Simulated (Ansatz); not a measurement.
Here is the system:

CuI:
```cif
data_Cu2I2
_chemical_formula_sum 'Cu2 I2'
_space_group_name_H-M_alt 'P63mc'
_space_group_IT_number 186
_space_group_name_Hall 'P 6c -2c'
_cell_length_a 4.29994
_cell_length_b 4.29994
_cell_length_c 7.07049
_cell_angle_alpha 90.000
_cell_angle_beta 90.000
_cell_angle_gamma 120.000
loop_
_atom_site_label
_atom_site_type_symbol
_atom_site_symmetry_multiplicity
_atom_site_Wyckoff_symbol
_atom_site_fract_x
_atom_site_fract_y
_atom_site_fract_z
_atom_site_occupancy
Cu1 Cu 2 b 0.33333 0.66667 0.49910 1
I1 I 2 b 0.33333 0.66667 0.12610 1
```

This is the HSE06-relaxed structure.

### Question
All from DFT-HSE06 in the program Ansatz with PAW potentials, unless another level is named. Predict the band gap.

### Answer
2.64 eV (direct).

### Question
Next, the valence-band maximum?

### Answer
at Γ.

Space group P6_3mc (wurtzite). The cell is a constructed one: a structure type filled with these elements; the Crystallography Open Database files this formula in space group No. 186, but the cells were not matched. It is not the phase usual at ambient conditions (space group No. 216). The cell was relaxed with HSE06 under the symmetry of its start; its stability against distortions is not shown here. No spin polarisation was allowed. The hybrid was solved on a coarse mesh, the path and, where they were found, the r²SCAN edge points; its band edges are the extreme levels among these. Scalar-relativistic: spin–orbit coupling is off unless named, which matters more the heavier the elements.

Potentials: the later of the program's two PAW sets.
